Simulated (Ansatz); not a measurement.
W₂N:
```
W2N
1.0
    2.98439     0.00000     0.00000
    0.00000     2.98439     0.00000
    0.00000     0.00000     4.18712
W N
2 1
Direct
  0.00000   0.00000   0.00000
  0.50000   0.50000   0.50000
  0.50000   0.50000   0.00000
```

Relaxed with PBE. Special points in fractions of this cell's reciprocal vectors: Γ (0.000, 0.000, 0.000); X (0.000, 0.500, 0.000); M (0.500, 0.500, 0.000); Z (0.000, 0.000, 0.500); R (0.000, 0.500, 0.500); A (0.500, 0.500, 0.500).

List the band energies nearest the Fermi level at these points for plane-wave PAW PBE (Ansatz code).

In eV from the Fermi level; about four levels below and three above (degenerate sets whole), none deeper than 8.9 eV; points with the same levels are listed once.

```
k                          below                above
-  -----------------------------  -------------------
Γ        -1.93 -1.93 -1.67 -0.05  0.47 3.01 3.73 3.73
X        -6.77 -3.63 -3.11 -3.11       0.17 0.61 0.62
M        -5.35 -5.35 -5.31 -4.61       2.10 2.85 3.04
Z        -3.08 -1.36 -0.10 -0.10       0.30 2.22 2.22
R        -4.01 -2.81 -1.57 -0.54       1.54 2.24 2.26
A  -7.03 -7.03 -3.69 -3.35 -3.35       0.26 0.51 0.51
```

Space group P4/mmm. The cell is a constructed one: a structure type filled with these elements; neither database checked (COD, Materials Project) lists it. Its standing as an ambient phase is unchecked. The PBE relaxation kept the symmetry of its start; whether a distortion lowers the energy is not shown. No spin polarisation was allowed. With an odd number of electrons in the cell and no spin polarisation, the count alone makes it a metal. Spin–orbit coupling is left out wherever it is not named.

Potentials: the later of the program's two PAW sets.
